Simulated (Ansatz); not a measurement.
The start is a generated trial cell of SiRu in the AFLOW prototype AB_oP4_51_e_f (B19, as in CdAu). The structure is fully relaxed (lattice and positions, P = 0) with r2SCAN (plane waves to 500 eV, PAW, scalar-relativistic; Ansatz, a first-principles code).

Ansatz input (later rounds restart from its end on a renewed k-mesh):
Ansatz 0.2 input:
```yaml
crystal:
  lattice:
    - [4.5019561, 0, 0]
    - [0, 2.9801588, 0]
    - [0, 0, 4.5963525]
  atoms:
    - { symbol: Si, position: [0.75, 0.5, 0.3125] }
    - { symbol: Si, position: [0.25, 0.5, 0.6875] }
    - { symbol: Ru, position: [0.75, 0, 0.8125] }
    - { symbol: Ru, position: [0.25, 0, 0.1875] }
basis: { ecutwfc: 500, ecutrho_ratio: 4, xc_grid: 4, fft_grid_basis: typed }
kpoints: { mp_grid: { grid: [7, 11, 7] } }
hamiltonian:
  xc: r2scan
  dispersion: none
  pseudopotentials: { kind: paw }
scf: { occupations: { method: fermi_dirac, width: 0.05 } }
relax: { f_tol: 0.01, max_steps: 100, cell: { stress_tol: 0.02 } }
output: { forces: true, stress: true }
```

* **Largest initial force**: 1.43 eV/Å, on Ru3, Ru4 (atoms numbered as listed)
* **Energy released**: 0.66 eV/atom
* **Volume change**: -19.8 %, from 15.42 to 12.36 Å³/atom
* **Shortest distances (start → end)**: The closest pairs of elements (up to four, under 3.6 Å), start → end: Ru–Si 2.74 → 2.52 Å; Si–Si 2.84 → 2.91 Å; Ru–Ru 2.84 → 2.91 Å
* **Band gap at the end**: no gap (metallic)
* **Optimiser moves**: 12

Final values are on a 16×16×16 k-mesh of the relaxed cell. No spin polarisation in the result.

The run could not lose the symmetry of its start.

The first start was generated by placing the elements on the sites of a structure type. Materials Project lists a structure of SiRu in the same space group, Pm-3m (No. 221); the sites were not compared with it, nor with measured phases.
